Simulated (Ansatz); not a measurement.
BP with Ge replacing P: do the settings matter for the field gradients?

Cell: a supercell of BP (zinc blende type, F-43m) built from a structure deposited in the COD, with all atoms left at the host's positions.

```cif
data_structure
_symmetry_space_group_name_H-M 'P 1'
_symmetry_Int_Tables_number 1
_cell_length_a 9.6266
_cell_length_b 9.6266
_cell_length_c 9.6266
_cell_angle_alpha 60.000
_cell_angle_beta 60.000
_cell_angle_gamma 60.000
_cell_volume 630.81
loop_
_atom_site_label
_atom_site_type_symbol
_atom_site_fract_x
_atom_site_fract_y
_atom_site_fract_z
_atom_site_occupancy
B1 B 0.00000 0.00000 0.00000 1
B2 B 0.00000 0.00000 0.33333 1
B3 B 0.00000 0.00000 0.66667 1
B4 B 0.00000 0.33333 0.00000 1
B5 B 0.00000 0.33333 0.33333 1
B6 B 0.00000 0.33333 0.66667 1
B7 B 0.00000 0.66667 0.00000 1
B8 B 0.00000 0.66667 0.33333 1
B9 B 0.00000 0.66667 0.66667 1
B10 B 0.33333 0.00000 0.00000 1
B11 B 0.33333 0.00000 0.33333 1
B12 B 0.33333 0.00000 0.66667 1
B13 B 0.33333 0.33333 0.00000 1
B14 B 0.33333 0.33333 0.33333 1
B15 B 0.33333 0.33333 0.66667 1
B16 B 0.33333 0.66667 0.00000 1
B17 B 0.33333 0.66667 0.33333 1
B18 B 0.33333 0.66667 0.66667 1
B19 B 0.66667 0.00000 0.00000 1
B20 B 0.66667 0.00000 0.33333 1
B21 B 0.66667 0.00000 0.66667 1
B22 B 0.66667 0.33333 0.00000 1
B23 B 0.66667 0.33333 0.33333 1
B24 B 0.66667 0.33333 0.66667 1
B25 B 0.66667 0.66667 0.00000 1
B26 B 0.66667 0.66667 0.33333 1
B27 B 0.66667 0.66667 0.66667 1
Ge28 Ge 0.08333 0.08333 0.08333 1
P29 P 0.08333 0.08333 0.41667 1
P30 P 0.08333 0.08333 0.75000 1
P31 P 0.08333 0.41667 0.08333 1
P32 P 0.08333 0.41667 0.41667 1
P33 P 0.08333 0.41667 0.75000 1
P34 P 0.08333 0.75000 0.08333 1
P35 P 0.08333 0.75000 0.41667 1
P36 P 0.08333 0.75000 0.75000 1
P37 P 0.41667 0.08333 0.08333 1
P38 P 0.41667 0.08333 0.41667 1
P39 P 0.41667 0.08333 0.75000 1
P40 P 0.41667 0.41667 0.08333 1
P41 P 0.41667 0.41667 0.41667 1
P42 P 0.41667 0.41667 0.75000 1
P43 P 0.41667 0.75000 0.08333 1
P44 P 0.41667 0.75000 0.41667 1
P45 P 0.41667 0.75000 0.75000 1
P46 P 0.75000 0.08333 0.08333 1
P47 P 0.75000 0.08333 0.41667 1
P48 P 0.75000 0.08333 0.75000 1
P49 P 0.75000 0.41667 0.08333 1
P50 P 0.75000 0.41667 0.41667 1
P51 P 0.75000 0.41667 0.75000 1
P52 P 0.75000 0.75000 0.08333 1
P53 P 0.75000 0.75000 0.41667 1
P54 P 0.75000 0.75000 0.75000 1
```

Sites (sets of like atoms) are named by element and the number of their first atom in this list.

Reference run. Computed with Ansatz: DFT, PBE, plane waves and PAW, scalar-relativistic, collinear spin, 420 eV cutoff, Γ-centred 3×3×3 k-points, Fermi–Dirac smearing 0.01 eV. Start moments as typed (μB): 1 on each Ge, none on the rest.

(1) The input is changed as follows: `scf.convergence.dr2_threshold`: not typed → 1e-05; `kpoints.mp_grid.grid`: [3, 3, 3] → [4, 4, 4]. What happens to V_zz (10²¹ V/m²) and η?

Results:

(1) 

```json
{"site": "B1", "atom": "1", "V_zz reference": "-0.75", "η reference": "0.00", "V_zz changed": "-0.77", "η changed": "0.00"}
{"site": "B3", "atom": "3", "V_zz reference": "0.057", "η reference": "0.40", "V_zz changed": "0.061", "η changed": "0.46"}
{"site": "B5", "atom": "5", "V_zz reference": "0.028", "η reference": "0.02", "V_zz changed": "0.030", "η changed": "0.11"}
{"site": "Ge", "atom": "28", "V_zz reference": "0.00", "η reference": "–", "V_zz changed": "0.00", "η changed": "–"}
{"site": "P29", "atom": "29", "V_zz reference": "-0.59", "η reference": "0.18", "V_zz changed": "-0.62", "η changed": "0.11"}
{"site": "P32", "atom": "32", "V_zz reference": "0.073", "η reference": "0.00", "V_zz changed": "0.082", "η changed": "0.00"}
{"site": "P36", "atom": "36", "V_zz reference": "0.064", "η reference": "0.00", "V_zz changed": "0.080", "η changed": "0.00"}
{"site": "P42", "atom": "42", "V_zz reference": "0.079", "η reference": "0.27", "V_zz changed": "0.084", "η changed": "0.36"}
```

The largest change of V_zz is on P29, from -0.59 to -0.62. Other sites with |V_zz| of 0.02 or less aren't listed. The absolute magnetisation of the cell goes from 0.6 to 0.0 μB. SCF iterations: 16 and 13. New warnings: filled band counts differ across k points, force scf threshold loose, seeded moment not kept, stress scf threshold loose. In the changed run the SCF threshold is loose, so its values aren't converged ones.

On the reference run: The defect repeats with the cell of 54 atoms, so it feels its images: sites between two images don't show the values beside a lone defect, and zeros or small values of η there can come from the images' arrangement. The defect cell has no gap above 0.1 eV on its mesh, so the values can hang on the smearing and the k-mesh. The run lost most of its start moments on Ge; a state with other moments may lie lower. The neighbours have not yet relaxed around the defect (largest force 1.8 eV/Å), so a real crystal will differ.
